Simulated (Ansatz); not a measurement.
ReB$_{2}$:
```
CELL_PARAMETERS angstrom
      2.90229     0.00000     0.00000
     -1.45115     2.51346     0.00000
      0.00000     0.00000     7.46240
ATOMIC_POSITIONS crystal
  Re 0.33333 0.66667 0.25000
  Re 0.66667 0.33333 0.75000
  B  0.33333 0.66667 0.54800
  B  0.66667 0.33333 0.04800
  B  0.33333 0.66667 0.95200
  B  0.66667 0.33333 0.45200
```

Relaxed with r²SCAN.

Task: Give the Bader charges and basin volumes of the independent atoms, the program Ansatz at the r²SCAN level (PAW).

Result: 

| atom | Bader charge (e) | Bader volume (Å³) |
|---|---|---|
| Re1 | +0.55 | 13.2 |
| B3 | -0.27 | 7.0 |

Space group P6_3/mmc. The workflow started from an entry of the Crystallography Open Database (COD). Its standing as an ambient phase is unchecked. Symmetry was held in the r²SCAN relaxation; whether a distortion lowers the energy is not shown. No spin polarisation was allowed. Spin–orbit coupling is left out wherever it is not named.

Potentials: the later of the program's two PAW sets.
